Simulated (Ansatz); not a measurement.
SiO$_{2}$:
```
SiO2
1.0
    0.00000     4.38140    -2.47884
    0.00000     4.38140     2.47884
    8.25280     0.00000     0.00000
Si O
4 8
Direct
  0.33996   0.33099   0.93736
  0.66901   0.66004   0.06264
  0.33996   0.33099   0.56264
  0.66901   0.66004   0.43736
  0.60366   0.39634   0.00000
  0.60366   0.39634   0.50000
  0.46436   0.96792   0.54309
  0.03208   0.53564   0.45691
  0.46436   0.96792   0.95691
  0.03208   0.53564   0.04309
  0.57511   0.73919   0.25000
  0.26081   0.42489   0.75000
```

Relaxed with LDA. Special points in fractions of this cell's reciprocal vectors: Γ (0.000, 0.000, 0.000); Y (0.500, 0.500, 0.000); F0 (0.330, 0.670, 0.000); Δ0 (-0.330, 0.330, 0.000); Z (0.000, 0.000, 0.500); B0 (-0.330, 0.330, 0.500); G0 (0.330, 0.670, 0.500); T (0.500, 0.500, 0.500); S (0.000, 0.500, 0.000); R (0.000, 0.500, 0.500).

List the band energies nearest the valence-band maximum at these points for plane-wave PAW LDA (Ansatz code).

In eV from the valence-band maximum; about four levels below and three above (degenerate sets whole), none deeper than 8.9 eV; points with the same levels are listed once.

```csv
k,below,above
Γ,-0.69 -0.33 -0.11 0.00,5.63 8.02 8.47
Y,-0.77 -0.68 -0.40 -0.07,7.95 8.27 8.89
F0,-0.72 -0.66 -0.65 -0.19,8.51 8.75 8.89
Z,-0.44 -0.44 -0.11 -0.11,6.48 6.48 8.99 8.99
B0,-0.54 -0.54 -0.45 -0.45,8.70 8.70 8.90 8.90
T,-0.55 -0.55 -0.29 -0.29,8.30 8.30 8.59 8.59
S,-0.79 -0.61 -0.45 -0.14,7.91 8.30 9.06
R,-0.62 -0.51 -0.36 -0.32,8.21 8.46 8.57
```

Space group Ama2. The workflow started from a Materials Project entry (that database holds measured and hypothetical structures alike); the Crystallography Open Database copy checked does not list it. It is not the phase usual at ambient conditions (space group No. 92, 152, 154). The LDA relaxation kept the symmetry of its start; phonons on a q-mesh show no instability.

Potentials: the later of the program's two PAW sets.
